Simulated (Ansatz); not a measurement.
NiTe2:
Space group P-3m1 (No. 164); a = 3.7952 Å, b = 3.7952 Å, c = 5.1127 Å, α = 90.00°, β = 90.00°, γ = 120.00°

```csv
atom,site,symmetry,x,y,z
Ni,1a,-3m.,0.0000,0.0000,0.0000
Te,2d,3m.,0.3333,0.6667,0.2520
```

Relaxed at zero pressure with plane-wave PAW LDA (Ansatz code).

The volume is lowered by 3 % and shape and atoms relax at that volume. What pressure results, and how do the axes share the change?

2.3 GPa; a -0.6 %, b -0.6 %, c -1.8 %; the energy rises by 4 meV/atom.

Give the new structure.


Space group P-3m1 (No. 164); a = b = 3.7723 Å, c = 5.0197 Å, α = β = 90.00°, γ = 120.00°

```csv
atom,site,symmetry,x,y,z
Ni,1a,-3m.,0.0000,0.0000,0.0000
Te,2d,3m.,0.3333,0.6667,0.2561
```

The phase is kept; no other phase was compared at this pressure.

The workflow started from a Materials Project entry (that database holds measured and hypothetical structures alike); the Crystallography Open Database files this formula in space group No. 164, but the cells were not matched. Whether it is the stable phase at ambient conditions was not checked. The LDA relaxation kept the symmetry of its start; of distortions, only those at the zone centre were tested. The run is not spin-polarised. A crystal of weakly bound layers computed without a dispersion correction: the cell and the soft elastic constants depend strongly on that. Scalar-relativistic: spin–orbit coupling is off unless named, which matters more the heavier the elements.

Potentials: the later of the program's two PAW sets.
